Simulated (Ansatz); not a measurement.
Here is the system:

Nb₂AlC:
```cif
data_C2Al2Nb4
_chemical_formula_sum 'Al2 Nb4 C2'
_space_group_name_H-M_alt 'P 1'
_space_group_IT_number 1
_cell_length_a 3.10345
_cell_length_b 3.10345
_cell_length_c 13.94529
_cell_angle_alpha 90.000
_cell_angle_beta 90.000
_cell_angle_gamma 120.000
loop_
_space_group_symop_operation_xyz
  'x, y, z'
loop_
_atom_site_label
_atom_site_type_symbol
_atom_site_fract_x
_atom_site_fract_y
_atom_site_fract_z
_atom_site_occupancy
Al1 Al 0.33333 0.66667 0.75000 1
Al2 Al 0.66667 0.33333 0.25000 1
Nb1 Nb 0.33333 0.66667 0.08967 1
Nb2 Nb 0.66667 0.33333 0.91033 1
Nb3 Nb 0.66667 0.33333 0.58967 1
Nb4 Nb 0.33333 0.66667 0.41033 1
C1 C 0.00000 0.00000 0.00000 1
C2 C 0.00000 0.00000 0.50000 1
```

This is the r²SCAN-relaxed structure.

**Question.** All from plane-wave PAW r²SCAN (Ansatz code), unless another level is named. Give the electronic character.

**Answer.** metallic (no gap).

**Question.** What about the formation energy from the elements (no fitted shifts)?

**Answer.** -0.60 eV/atom.

**Question.** What about the density of states at the Fermi level?

**Answer.** 0.41 states/eV per atom (mean over ±0.08 eV).

**Question.** Next, the gap with spin–orbit coupling?

**Answer.** none (metallic).

Space group P6_3/mmc. The workflow started from a Materials Project entry (that database holds measured and hypothetical structures alike); the Crystallography Open Database copy checked does not list it. Its standing as an ambient phase is unchecked. The r²SCAN relaxation kept the symmetry of its start; whether a distortion lowers the energy is not shown. The run is not spin-polarised. The references are the lowest solids computed at this level, not always the standard phases. Spin–orbit coupling is left out wherever it is not named.

Potentials: the later of the program's two PAW sets.
